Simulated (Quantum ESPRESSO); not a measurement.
**Band energies of GaS**

```
GaS
1.0
    3.59399     0.00000     0.00000
   -1.79699     3.11248     0.00000
    0.00000     0.00000    15.43671
S Ga
4 4
Direct
  0.33333   0.66667   0.89976
  0.66667   0.33333   0.10024
  0.66667   0.33333   0.39976
  0.33333   0.66667   0.60024
  0.33333   0.66667   0.32934
  0.66667   0.33333   0.67066
  0.66667   0.33333   0.82934
  0.33333   0.66667   0.17066
```

PBEsol (Quantum ESPRESSO, PseudoDojo norm-conserving, 80 Ry, no spin-orbit coupling); path ΓMKΓALHA,LM,KH; energies in eV from the valence-band maximum.

```csv
k (1/Å),point,band 34,band 35,band 36,band 37,band 38,band 39,band 40,band 41
0.00,Γ,-1.53,-1.50,-1.43,-1.43,0.00,1.52,2.24,2.69
0.20,,-1.69,-1.68,-1.56,-1.22,-0.07,2.14,2.67,3.18
0.61,,-2.41,-2.37,-2.23,-1.08,-0.97,1.85,2.38,2.39
1.01,M,-2.76,-2.58,-2.36,-2.27,-1.70,1.44,1.60,1.94
1.40,,-2.93,-2.59,-2.24,-2.22,-1.75,1.92,2.24,2.76
1.59,K,-3.08,-2.36,-2.36,-2.03,-2.03,1.63,2.18,3.16
1.79,,-2.99,-2.69,-2.19,-2.09,-1.58,1.91,2.36,2.95
2.17,,-2.84,-2.66,-2.29,-0.99,-0.81,2.82,3.08,3.09
2.56,,-1.69,-1.69,-1.56,-1.22,-0.06,2.11,2.65,3.20
2.76,Γ,-1.53,-1.50,-1.43,-1.43,0.00,1.52,2.24,2.69
2.76,A,-1.46,-1.46,-1.46,-0.75,-0.75,1.98,1.98,2.78
3.09,,-2.01,-1.81,-1.81,-0.60,-0.60,2.77,2.77,3.11
3.43,,-2.65,-2.39,-2.39,-1.18,-1.18,1.93,1.93,2.40
3.77,L,-2.64,-2.58,-2.58,-1.98,-1.98,1.66,1.66,1.97
4.16,,-3.25,-2.45,-2.45,-1.89,-1.89,2.07,2.07,2.89
4.35,H,-2.99,-2.58,-2.58,-1.88,-1.88,1.87,1.87,3.03
4.48,,-3.22,-2.44,-2.44,-1.86,-1.86,1.98,1.98,3.01
4.74,,-3.51,-2.53,-2.53,-1.33,-1.33,2.60,2.60,3.12
5.00,,-2.77,-2.47,-2.47,-0.75,-0.75,3.02,3.02,3.22
5.26,,-1.90,-1.71,-1.71,-0.59,-0.59,2.65,2.65,3.49
5.52,A,-1.46,-1.46,-1.46,-0.75,-0.75,1.98,1.98,2.78
5.52,L,-2.64,-2.58,-2.58,-1.98,-1.98,1.66,1.66,1.97
5.72,M,-2.76,-2.58,-2.36,-2.27,-1.70,1.44,1.60,1.94
5.72,K,-3.08,-2.36,-2.36,-2.03,-2.03,1.63,2.18,3.16
5.92,H,-2.99,-2.58,-2.58,-1.88,-1.88,1.87,1.87,3.03
```

The PBEsol gap is indirect, 1.44 eV, from Γ to M; the smallest direct gap is 1.52 eV.

Spin-orbit splittings are left out.

Geometry relaxed with PBE+D3(BJ).
